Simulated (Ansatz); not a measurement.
## Straining Rb

Computed with DFT r2SCAN, scalar-relativistic, plane waves, PAW (Ansatz 0.2.0). (500 eV cutoff, 8×8×8 k-mesh, Gaussian smearing of 0.10 eV, no spin polarisation)

Starting point, cell and atoms relaxed:

```
CELL_PARAMETERS angstrom
5.90902 0.00000 0.00000
0.00000 5.90902 0.00000
0.00000 0.00000 5.46169
ATOMIC_POSITIONS crystal
Rb 0.00000 0.00000 0.00000
Rb 0.50000 0.50000 0.50000
```

Deformation: shear that moves c along a by the strain times its height over the a-b plane, the cell held and the atoms relaxed, all within the symmetry that the strain leaves. Energies are extrapolated to zero smearing.

```
strain (%)  ΔE (meV/atom) a (Å) b (Å) c (Å)
      +0.0            0.0  5.909  5.909  5.462
      +1.5            0.1  5.909  5.909  5.462
      +3.0            0.5  5.909  5.909  5.464
      +4.5            1.1  5.909  5.909  5.467
      +6.0            1.9  5.909  5.909  5.472
      +9.0            4.2  5.909  5.909  5.484
```

(1) What stiffness (1/V) d²E/dε² at zero strain does a cubic fit over all points give?

Answers

(1) A cubic fit gives (1/V) d²E/dε² = 2 GPa at zero strain (the shear constant for this plane and direction).

This form isn't the element's structure at ambient conditions.